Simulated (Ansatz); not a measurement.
GaAs:
```cif
data_As4Ga4
_chemical_formula_sum 'Ga4 As4'
_space_group_name_H-M_alt 'P42/mnm'
_space_group_IT_number 136
_space_group_name_Hall '-P 4n 2n'
_cell_length_a 6.91572
_cell_length_b 6.91572
_cell_length_c 4.00357
_cell_angle_alpha 90.000
_cell_angle_beta 90.000
_cell_angle_gamma 90.000
loop_
_atom_site_label
_atom_site_type_symbol
_atom_site_symmetry_multiplicity
_atom_site_Wyckoff_symbol
_atom_site_fract_x
_atom_site_fract_y
_atom_site_fract_z
_atom_site_occupancy
Ga1 Ga 4 g 0.17596 0.17596 0.50000 1
As1 As 4 f 0.31783 0.31783 0.00000 1
```

Relaxed with PBEsol.

### Question
Decompose the optical modes at the zone centre into irreducible representations, and say which are infrared and Raman allowed.

### Answer
Point group 4/mmm: Γ_opt = 2A1g + 2A2g + A2u + 2B1g + 2B1u + 2B2g + 2Eg + 3Eu. Infrared: A2u, Eu. Raman: A1g, B1g, B2g, Eg.

### Question
Assign frequencies (DFPT, PBEsol in the plane-wave PAW code Ansatz; without the LO–TO term).

### Answer
B1g 16, Eg 51, B1u 75, A2g 87, A1g 107, Eu 161, B1g 208, A2g 218, Eu 221, B2g 226, B2g 227, B1u 252, Eu 258, Eg 259, A2u 277, A1g 280 cm⁻¹.

Subscripts of B labels follow the axes of the standard setting.

Space group P4_2/mnm. The start of the workflow was typed in or built on a structure type; neither database checked (COD, Materials Project) lists it. It is not the phase usual at ambient conditions (space group No. 216). Symmetry was held in the PBEsol relaxation; of distortions, only those at the zone centre were tested. The volume moved by 16 % from the start of the relaxation.

Potentials: the later of the program's two PAW sets.
